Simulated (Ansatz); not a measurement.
## Relaxing a structure of SiW

The relaxed structure here is a generated cell of SiW: the first start was made by placing the elements on the sites of a structure type, and the end was not matched to a known phase here, so it may be hypothetical.

The start is a generated cell, SiW placed in the CoSn structure type. Cell shape, volume and atoms are optimised at zero target pressure with r2SCAN (plane waves to 500 eV, PAW, scalar-relativistic; Ansatz, a first-principles code). First-step values are on the input's coarse k-mesh.

Ansatz input (later rounds restart from its end on a renewed k-mesh):
Ansatz 0.2 input:
```yaml
crystal:
  lattice:
    - [5.5862926, 0, 0]
    - [-2.7931463, 4.8378713, 0]
    - [0, 0, 4.507659]
  atoms:
    - { symbol: W, position: [0.5, 0, 0] }
    - { symbol: W, position: [0.5, 0.5, 0] }
    - { symbol: W, position: [0, 0.5, 0] }
    - { symbol: Si, position: [0, 0, 0] }
    - { symbol: Si, position: [0.33333333, 0.66666667, 0.5] }
    - { symbol: Si, position: [0.66666667, 0.33333333, 0.5] }
basis: { ecutwfc: 500, ecutrho_ratio: 4, xc_grid: 4, fft_grid_basis: typed }
kpoints: { mp_grid: { grid: [5, 5, 5] } }
hamiltonian:
  xc: r2scan
  dispersion: none
  pseudopotentials: { kind: paw }
scf: { occupations: { method: fermi_dirac, width: 0.05 } }
relax: { f_tol: 0.01, max_steps: 100, cell: { stress_tol: 0.02 } }
output: { forces: true, stress: true }
```

Problem. What pressure does the first self-consistent step give?

Solution. -23 GPa (negative: the cell is under tension).

Problem. How much energy is released per atom?

Solution. 0.26 eV/atom.

Problem. How does the volume change?

Solution. -15.0 %, from 20.30 to 17.27 Å³/atom.

Problem. Is the relaxed structure metallic? Give its gap.

Solution. No gap (metallic).

The space group stays P6/mmm (No. 191) (the run could not lower it); the end is AFLOW prototype AB_hP6_191_f_ad (B35, as in CoSn), with 6 atoms in the primitive cell. Final values are on a 10×10×11 k-mesh of the relaxed cell. No spin polarisation in the result.

The run could not lose the symmetry of its start: the end is stationary, and may be a saddle point rather than a minimum.

All atoms sit on sites fixed by symmetry, so only the cell could relax.
